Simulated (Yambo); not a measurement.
Yambo run on BaTiO$_{3}$ (cubic perovskite, space group Pm-3m, No. 221). The wavefunctions are PBEsol (pw.x of Quantum ESPRESSO, ONCV potentials, no spin-orbit coupling) ones on a 4×4×4 mesh (20 occupied bands); a = b = c = 4.008 Å, α = β = γ = 90.00°.

Yambo input:

```
rim_cut
HF_and_locXC
RandQpts= 10000
RandGvec= 1 Ry
EXXRLvcs= 84 Ry
VXCRLvcs= 336 Ry
% QPkrange
 1 | 1 | 20 | 21 |
 10 | 10 | 20 | 20 |
%
```

k points by index: 1 = Γ, 10 = R.

The o-*.hf file then holds:

```
#    K-point    Band    Eo [eV]    Ehf [eV]    Vxc [eV]    Vnlxc [eV]
#
    1    20    -0.117404    -4.702557    -19.97658    -24.56173
    1    21    1.775198    9.105609    -18.70777    -11.37736
    10    20    0.000000    -4.880141    -19.70393    -24.58408
```
Exchange alone, without screening.

Geometry of the Materials Project entry, not relaxed at this level.

This is not the ordinary phase of the substance.
